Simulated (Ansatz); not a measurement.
A geometry of SnSe$_{2}$ away from equilibrium: step 2 of the relaxation of a relaxed SnSe2 cell with one Se and one Sn atom exchanged in a cell of 3 atoms. Computed with r2SCAN (plane waves to 500 eV, PAW, scalar-relativistic; Ansatz, a quantum-chemistry and plane-wave program). Γ-centred k-mesh 7×7×4 on the run's cell (coarser than for final values), Fermi–Dirac smearing 0.05 eV.

```xyz
3
Lattice="3.8552 0.0000 0.0000 -1.9276 3.3387 0.0000 0.0000 0.0000 6.5477" Properties=species:S:1:pos:R:3 pbc="T T T"
Se     0.0000     0.0000     0.0592
Sn     0.0000     2.2258     1.7158
Se     1.9276     1.1129     4.7727
```

Question: Which atoms carry the largest force, and which way does it point?

Answer: 1.34 eV/Å, on Se3 (atoms numbered as listed); on Se3 its components are (0.00, 0.00, -1.34).

Question: What is the pressure?

Answer: -1.1 GPa, compression positive.

Question: How much energy per atom can still be gained by relaxing?

Answer: 0.74 eV/atom; the path ends in P-3m1 (No. 164) (CdI2 type).

No spin polarisation in the result. No dispersion correction is included, so spacings between layers, chains or molecules are soft and tend to come out too large.

The run could not lose the symmetry of its start.
